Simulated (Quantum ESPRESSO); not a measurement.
# Cl2 (changed cell): field gradients at the nuclei

```
Cl
1.0
    3.26421    -2.05747     0.00000
    3.26421     2.05747     0.00000
    0.00000     0.00000     8.40240
Cl
4
Cartesian
  3.26421  -1.54728   5.09049
  3.26421   1.54728   3.31191
  3.26421  -0.51019   0.88929
  3.26421   0.51019   7.51311
```
The cell was made here from a computed Materials Project entry: Cl1 and its equivalents moved by 0.04 Å along (0.00, 0.97, 0.23), space group kept. The parent is Cl2 in Cmce; whether this form has been observed was not checked. Stability against distortions was not tested.

Computed: field gradients by the PAW reconstruction of the field gradient on a scalar-relativistic PBE ground state (a modified build of Quantum ESPRESSO, JTH datasets), 25 Ha, k-mesh 7×7×3 through Γ.

```csv
site,site symmetry,Vzz (a.u.),η_Q,∣C_Q∣ (MHz)
"Cl (atoms 1, 2, 3, 4)",m,5.477,0.09,105 (³⁵Cl)
```

Quadrupole moments taken as inputs (sizes, barn, from the tables of PySCF and pymatgen): ³⁵Cl 0.0817.

Convention: |Vzz| is the largest principal value, η_Q = (Vxx − Vyy)/Vzz, |C_Q| = |eQVzz/h|. Cores are frozen. Against all-electron runs on small test molecules, this scheme's |Vzz| missed by −3 to −9 % on Cl.
